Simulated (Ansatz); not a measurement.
An Ansatz (a program for electronic structure) run. Input:

Ansatz 0.2 input:
```yaml
crystal:
  lattice:
    - [3.5780265501, 0.0, 0.0]
    - [0.0, 3.5780265501, 0.0]
    - [0.0, 0.0, 8.2457965001]
  atoms:
    - { symbol: Hf, position: [0.0, 0.5, 0.7443895257] }
    - { symbol: Hf, position: [0.5, 0.0, 0.2556104743] }
    - { symbol: Si, position: [0.0, 0.0, 0.0] }
    - { symbol: Si, position: [0.5, 0.5, 0.0] }
    - { symbol: Se, position: [0.5, 0.0, 0.6206287731] }
    - { symbol: Se, position: [0.0, 0.5, 0.3793712269] }
kpoints:
  mp_grid: { grid: [8, 8, 4] }
  band_path:
    path:
      - [[0.0, 0.0, 0.0], [0.0, 0.5, 0.0], [0.5, 0.5, 0.0], [0.0, 0.0, 0.0], [0.0, 0.0, 0.5], [0.0, 0.5, 0.5], [0.5, 0.5, 0.5], [0.0, 0.0, 0.5]]  # Γ-X-M-Γ-Z-R-A-Z
      - [[0.0, 0.5, 0.0], [0.0, 0.5, 0.5]]  # X-R
      - [[0.5, 0.5, 0.0], [0.5, 0.5, 0.5]]  # M-A
    npoints: 8
basis: { xc_grid: 2 }
hamiltonian:
  xc: pbesol
  pseudopotentials: { kind: paw }
magnetization: { noncollinear: true, spin_orbit: true }
scf:
  n_extra_bands: 12
  convergence: { dr2_threshold: 0.0000000001 }
  occupations: { method: gaussian, width: 0.05 }
output: { eigenvalues: true }
```

Output (shortened):

```
Pseudopotential: Hf, paw_fr, valence charge 26
Pseudopotential: Si, paw_fr, valence charge 4
Pseudopotential: Se, paw_fr, valence charge 16
Functional definition: PBEsol
non-collinear run that drives no moment, with spin-orbit …
Crystal: 6 atoms, lattice volume = 105.565 Å³
Basis set: ecut = 420 eV, 2031 PW (Γ), exchange–correlation on 48×48×120 points (8 copies of the dense FFT grid, shifted against one another)
Bands: 104, of which v1, the nominal top of the filled ones, is band 92 counted from 1 (91 counted from 0)
Symmetry: 16 space group operations + 16 with time reversal
k-points: 45 of 256
Projection manifold: j_resolved (fully-relativistic pseudo-atomic orbitals)
SCF iter   1: F=—  HF=-43350.897445 eV  |F-HF|=—  |Δ(HF+E_count)|=         —  Δρ=1.43e-1  dr2=1.49e2  dr2_m=0.00e0 (ungated)  ethr=3.10e-3  |M|=0.00e0 ∫|m|=0.00e0 μB  |m|>n=0.0e0 m-floor=0.0e0 τ_xc=0.0e0  β_m=0.30  ⟨swp⟩=5.8  Hψ=10415  notcnv=0  defer=4
preconditioner: auto → Kerker (q_TF=auto, 2.666 Å⁻¹)
spin=Noncollinear: Kerker preconditioning applied to the charge; magnetization (m_x, m_y, m_z) channels mix plain (no charge-response kernel on spin).
SCF iter   2: F=—  HF=-43341.542869 eV  |F-HF|=—  |Δ(HF+E_count)|=    9.35e0  Δρ=9.61e-2  dr2=8.10e1  dr2_m=0.00e0 (ungated)  ethr=3.10e-3  |M|=0.00e0 ∫|m|=0.00e0 μB  |m|>n=0.0e0 m-floor=0.0e0 τ_xc=0.0e0  β_m=0.57  ⟨swp⟩=3.0  Hψ=5025  notcnv=0  defer=278
preconditioner: auto → Resta (q_TF=auto, 2.666 Å⁻¹)
spin=Noncollinear: Resta preconditioning applied to the charge; magnetization (m_x, m_y, m_z) channels mix plain (no charge-response kernel on spin).
SCF iter   3: F=—  HF=-43331.438899 eV  |F-HF|=—  |Δ(HF+E_count)|=    1.01e1  Δρ=3.12e-2  dr2=1.77e0  dr2_m=0.00e0 (ungated)  ethr=3.10e-3  |M|=0.00e0 ∫|m|=0.00e0 μB  |m|>n=0.0e0 m-floor=0.0e0 τ_xc=0.0e0  β_m=0.55  ⟨swp⟩=4.5  Hψ=6456  notcnv=0  defer=300
SCF iter   4: F=—  HF=-43330.827245 eV  |F-HF|=—  |Δ(HF+E_count)|=   6.12e-1  Δρ=1.92e-2  dr2=5.01e-1  dr2_m=0.00e0 (ungated)  ethr=1.92e-3  |M|=0.00e0 ∫|m|=0.00e0 μB  |m|>n=0.0e0 m-floor=0.0e0 τ_xc=0.0e0  β_m=0.60  ⟨swp⟩=2.9  Hψ=5039  notcnv=0  defer=296
SCF iter   5: F=—  HF=-43330.706384 eV  |F-HF|=—  |Δ(HF+E_count)|=   1.21e-1  Δρ=6.12e-3  dr2=3.74e-2  dr2_m=0.00e0 (ungated)  ethr=5.44e-4  |M|=0.00e0 ∫|m|=0.00e0 μB  |m|>n=0.0e0 m-floor=0.0e0 τ_xc=0.0e0  β_m=0.64  ⟨swp⟩=3.4  Hψ=3863  notcnv=0  defer=300
SCF iter   6: F=—  HF=-43330.695784 eV  |F-HF|=—  |Δ(HF+E_count)|=   1.06e-2  Δρ=1.93e-3  dr2=3.62e-3  dr2_m=0.00e0 (ungated)  ethr=4.06e-5  |M|=0.00e0 ∫|m|=0.00e0 μB  |m|>n=0.0e0 m-floor=0.0e0 τ_xc=0.0e0  β_m=0.82  ⟨swp⟩=2.0  Hψ=3914  notcnv=0  defer=300
SCF iter   7: F=—  HF=-43330.695795 eV  |F-HF|=—  |Δ(HF+E_count)|=   1.13e-5  Δρ=3.69e-4  dr2=4.20e-4  dr2_m=0.00e0 (ungated)  ethr=3.93e-6  |M|=0.00e0 ∫|m|=0.00e0 μB  |m|>n=0.0e0 m-floor=0.0e0 τ_xc=0.0e0  β_m=0.91  ⟨swp⟩=2.0  Hψ=4356  notcnv=0  defer=300
SCF iter   8: F=—  HF=-43330.695757 eV  |F-HF|=—  |Δ(HF+E_count)|=   3.79e-5  Δρ=7.85e-5  dr2=9.77e-6  dr2_m=0.00e0 (ungated)  ethr=4.57e-7  |M|=0.00e0 ∫|m|=0.00e0 μB  |m|>n=0.0e0 m-floor=0.0e0 τ_xc=0.0e0  β_m=0.94  ⟨swp⟩=2.0  Hψ=2638  notcnv=0  defer=300
SCF iter  12: F=-43330.695778 eV  HF=-43330.695778 eV  |F-HF|=6.55e-11  |Δ(HF+E_count)|=  4.51e-10  Δρ=2.54e-7  dr2=6.64e-11  dr2_m=0.00e0 (ungated)  ethr=1.00e-12  |M|=0.00e0 ∫|m|=0.00e0 μB  |m|>n=0.0e0 m-floor=0.0e0 τ_xc=0.0e0  ⟨swp⟩=10.6  Hψ=10413  notcnv=0…
SCF 1 converged in 12 iterations: F = -43330.695778 eV  dr2 = 6.64e-11
NSCF: frozen V_eff on 75 k-points
SCF converged after 12 iterations
Magnetization: |M| = 0.0000 μB,  M = (+0.0000, +0.0000, +0.0000) μB
Absolute magnetization: 0.0000 μB (∫|m|)
  site 0: m = (+0.0000, +0.0000, +0.0000) μB, |m| = 0.0000 μB  (R = 1.13 Å)
  site 1: m = (+0.0000, +0.0000, +0.0000) μB, |m| = 0.0000 μB  (R = 1.13 Å)
  site 2: m = (+0.0000, +0.0000, +0.0000) μB, |m| = 0.0000 μB  (R = 1.04 Å)
  site 3: m = (+0.0000, +0.0000, +0.0000) μB, |m| = 0.0000 μB  (R = 1.04 Å)
  site 4: m = (+0.0000, +0.0000, +0.0000) μB, |m| = 0.0000 μB  (R = 1.13 Å)
  site 5: m = (+0.0000, +0.0000, +0.0000) μB, |m| = 0.0000 μB  (R = 1.13 Å)
Free energy (F): -43330.695778 eV
Harris-Foulkes:  -43330.695778 eV  (|F-HF|=6.55e-11)
Internal energy: -43330.695297 eV  (E = F + TS)
E sigma→0 (E₀):  -43330.695538 eV
Entropy (-TS):   -0.000481 eV (-0.080 meV/atom)
Fermi energy:    16.127810 eV
--- Per-component energies (eV) ---
  E_band       = -620.470719
  E_kinetic    = 1173.767206
  E_local      = -17306.762320  (includes V_loc(G=0)·N_el)
  E_nonlocal   = -3614.340622
  E_hartree    = 8339.675116
  E_xc         = -916.150427
  E_vxc        = -829.132809  (∫ρ·V_xc dr)
  E_paw        = -18382.339994  (= ΣΔE_a)
  E_vpaw       = 3276.648791  (= ΣTr[D̂ρ^β])
  E_aug_tail   = -0.001225  (compensation charges beyond the density's cutoff)
  E_ewald      = -12629.142614
  E_core_change = 4.599583  (= ΣΔE_core)
  E_smearing   = -0.000481  (= −TS)
  E_closure    =  0.000000  (closes the sum)
  Σ components = -43330.695778   (vs F -43330.695778, Δ=0.00e0)
  [band-id]    e_kinetic+e_local+e_nonlocal+2·e_hartree+e_vxc+e_vpaw+e_augmentation_tail = -620.470748   (vs E_band -620.470719, Δ=-2.88e-5)
--- Band table (eV; the first three rows and the last of 45) ---
  k-point 0: bands = ["-46.2145", "-46.2145", "-46.2143", "-46.2143", "-32.8172", "-32.8172", "-32.8162", "-32.8162", "-32.8078", "-32.8078", "-32.8066", "-32.8066", "-31.9261", "-31.9261", "-31.9251", "-31.9251", "-31.9173", "-31.9173", "-31.9149", …
  k-point 1: bands = ["-46.2144", "-46.2144", "-46.2143", "-46.2143", "-32.8172", "-32.8172", "-32.8162", "-32.8162", "-32.8078", "-32.8078", "-32.8066", "-32.8066", "-31.9261", "-31.9261", "-31.9251", "-31.9251", "-31.9173", "-31.9173", "-31.9149", …
  k-point 2: bands = ["-46.2144", "-46.2144", "-46.2144", "-46.2144", "-32.8172", "-32.8172", "-32.8162", "-32.8162", "-32.8078", "-32.8078", "-32.8066", "-32.8066", "-31.9261", "-31.9261", "-31.9251", "-31.9251", "-31.9173", "-31.9173", "-31.9149", …
  k-point 44: bands = ["-46.2063", "-46.2063", "-46.2063", "-46.2063", "-32.8161", "-32.8161", "-32.8161", "-32.8161", "-32.8071", "-32.8071", "-32.8071", "-32.8071", "-31.9250", "-31.9250", "-31.9250", "-31.9250", "-31.9163", "-31.9163", "-31.9163", …
```

Cost: roughly 3 core-minutes on shared cores.

Space group P4/nmm. The workflow started from a Materials Project entry (that database holds measured and hypothetical structures alike); the Crystallography Open Database files this formula in space group No. 129, but the cells were not matched. Its standing as an ambient phase is unchecked. The PBEsol relaxation kept the symmetry of its start; its stability against distortions is not shown here. The run is not spin-polarised.

Potentials: the later of the program's two PAW sets.

Ansatz is a plane-wave DFT program.
